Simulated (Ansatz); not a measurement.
Ca(CdAs)₂ (space group P-3m1)

```
Ca(CdAs)2
1.0
    4.40788     0.00000     0.00000
   -2.20394     3.81733     0.00000
    0.00000     0.00000     7.19731
Ca Cd As
1 2 2
Direct
  0.00000   0.00000   0.00000
  0.33333   0.66667   0.63374
  0.66667   0.33333   0.36626
  0.33333   0.66667   0.23753
  0.66667   0.33333   0.76247
```

This relaxed cell (volume V₀) is scaled evenly in all directions, its shape held. The atoms relax within the cell's symmetry.

These are r2SCAN (plane waves to 500 eV, PAW, scalar-relativistic; Ansatz, a first-principles code) values and carry that method's errors. k mesh 9×9×5 (Γ-centred), Fermi-Dirac smearing 0.05 eV. Energies are smeared free energies. Stress and pressure are positive under compression. With the shape held, the modulus is that of even scaling; a crystal free to change shape is softer. Ca(CdAs)2 was relaxed with its symmetry unable to fall. The zero of ΔE is the relaxed starting cell.

```
V (Å³/atom)  ΔE (eV/atom)  P (GPa)
-----------  ------------  -------
20.346             0.1477     14.3
20.991             0.0970     10.9
21.637             0.0589      8.1
22.283             0.0314      5.6
22.929             0.0133      3.5
23.575             0.0032      1.6
24.221             0.0000      0.0
24.867             0.0029     -1.4
25.513             0.0110     -2.6
26.159             0.0236     -3.6
26.804             0.0402     -4.6
27.450             0.0601     -5.3
28.096             0.0830     -6.0
```

Derived quantities:

The pressure at the smallest volume comes out as 14.3 GPa, the energy cost of the largest compression is 147.7 meV/atom and the energy cost of the largest expansion comes out as 83.0 meV/atom. The bulk modulus at fixed cell shape B₀ (third-order Birch-Murnaghan fit) is 55.9 GPa and the pressure derivative B₀′ (fit) comes out as 4.4. The equilibrium volume of the fit is 24.22 Å³/atom and the pressure for 5 % compression (fit) is 3.2 GPa.

(A scan under strain: stresses follow from slopes of the energy per volume, elastic moduli from its curvatures.)
